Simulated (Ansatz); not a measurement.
Zr3TiC4: a bulk modulus from differences

It was reached by relaxing an invented guess, and it needn't be the stable form of this composition.

Level of theory: DFT PBE, scalar-relativistic, plane waves, PAW in Ansatz. Settings of the last relaxation (8-atom cell): 420 eV, 12×12×4 k points, Gaussian smearing of 0.10 eV, no spin polarisation.

```
Zr Ti C
1.0
     3.27963    0.00000    0.00000
     0.00000    3.27963    0.00000
     0.00000    0.00000    9.23298
Zr Ti C
3 1 4
Direct
  0.00000 0.00000 0.24287
  0.50000 0.50000 0.50000
  0.00000 0.00000 0.75713
  0.50000 0.50000 0.00000
  0.00000 0.00000 0.00000
  0.50000 0.50000 0.24036
  0.00000 0.00000 0.50000
  0.50000 0.50000 0.75964
```

The cell was set to several volumes, with shape and atoms relaxed at each where symmetry leaves them free. Pressure is positive in compression, and energies count from the lowest row. No row has a gap on its mesh.

| row | V (Å³/atom) | P (GPa) | ΔE (meV/atom) |
| --- | --- | --- | --- |
| 1 | 10.924 | 37.00 | 154.6 |
| 2 | 11.296 | ? | ? |
| 3 | 11.669 | 15.70 | 34.6 |
| 4 | 12.041 | 7.26 | 8.2 |
| 5 | 12.414 | 0.00 | 0.0 |
| 6 | 12.786 | -6.23 | 7.4 |
| 7 | 13.159 | -11.57 | 28.3 |
| 8 | 13.655 | -17.53 | 73.7 |

Task: Find B = −V·ΔP/ΔV from rows 4 and 6 and from rows 1 and 3, and from the two its slope B′ and its value B0 at zero pressure.

Result: Rows 4 and 6 give −(12.041 + 12.786)/2 × (-6.23 − (7.26))/(12.786 − 12.041) = 224.8 GPa at a mean pressure of 0.51 GPa. Rows 1 and 3 give −(10.924 + 11.669)/2 × (15.70 − (37.00))/(11.669 − 10.924) = 323.0 GPa at a mean pressure of 26.35 GPa. So B′ = (323.0 − 224.8)/(26.35 − (0.51)) = 3.80 and B0 = 224.8 − 3.80 × (0.51) = 222.9 GPa. A third-order Birch–Murnaghan fit to all the energies gives B0 = 223.5 GPa and B′ = 4.1.

Task: Estimate the pressure and energy of row 2.

Result: From row 5, V0 = 12.414 × (1 + (0.00)/222.9) = 12.414 Å³/atom. Murnaghan's form P = (B0/B′)·[(V0/V)^B′ − 1] gives (222.9/3.80) × [(12.414/11.296)^3.80 − 1] = 25.30 GPa; the computed pressure is 25.54 GPa, so the estimate is off by -0.24 GPa. The work of compression from row 3, with the mean of the two pressures, gives ΔE = 34.6 + (25.30 + 15.70)/2 × (11.669 − 11.296)/160.2 × 1000 = 82.3 meV/atom (1 eV/Å³ = 160.2 GPa); the computed value is 82.3 meV/atom.

All volumes keep the k mesh of the relaxed cell. Symmetry constrained the relaxation, so the result can be a saddle point.
